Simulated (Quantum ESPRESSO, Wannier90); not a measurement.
# Tight-binding from DFT: BaSnO3 (cubic perovskite)

```xyz
5
Lattice="4.1435 0.0000 0.0000 0.0000 4.1435 0.0000 0.0000 0.0000 4.1435" Properties=species:S:1:pos:R:3 pbc="T T T"
Ba     2.0717     2.0717     2.0717
Sn     0.0000     0.0000     0.0000
O      0.0000     2.0717     0.0000
O      2.0717     0.0000     0.0000
O      0.0000     0.0000     2.0717
```

Materials Project entry mp-3163; symmetrised, unrelaxed at this level. COD (Crystallography Open Database) records the formula in this space group. Ideal cubic forms of this type are often high-temperature phases that distort on cooling; symmetry holds the cell here, and its stability was not tested. Level: LDA, no spin polarisation, no spin-orbit coupling; pw.x of Quantum ESPRESSO at 68 Ry with PseudoDojo potentials, 8×8×8 k-points, Wannier90. Density: 8×8×8 mesh, Gaussian smearing 0.01 Ry. Spin-orbit coupling is left out although heavy elements are present.

Bands 7-9,13-21 form an isolated set from -17.36 to 0.00 eV relative to the valence-band maximum (on the path) and are turned into 12 Wannier functions by minimising the spread from the start: SCDM (isolated). Bands 10–12 (Ba 5p 93 %) lie between the kept ones and are excluded.

Problem. Where do the functions sit, how wide are they and what are they made of?

Solution. 
```
functions  spread (Å²)  nearest atom, distance (Å)  second atom, distance (Å)            weight on atomic waves
---------  -----------  --------------------------  -------------------------  --------------------------------
9                 1.24                      O 0.30                    Sn 1.93   O 2p 70 %, O 2s 16 %, Sn 5p 5 %
3                 1.09                      O 0.47                    Sn 1.60  O 2p 46 %, O 2s 29 %, Sn 5p 10 %
```

Ω_I = 12.85 Å², Ω_total = 14.46 Å²; the interpolated bands follow pw.x to 1.8 meV rms on the path. It is the lowest total spread that any start reached here.
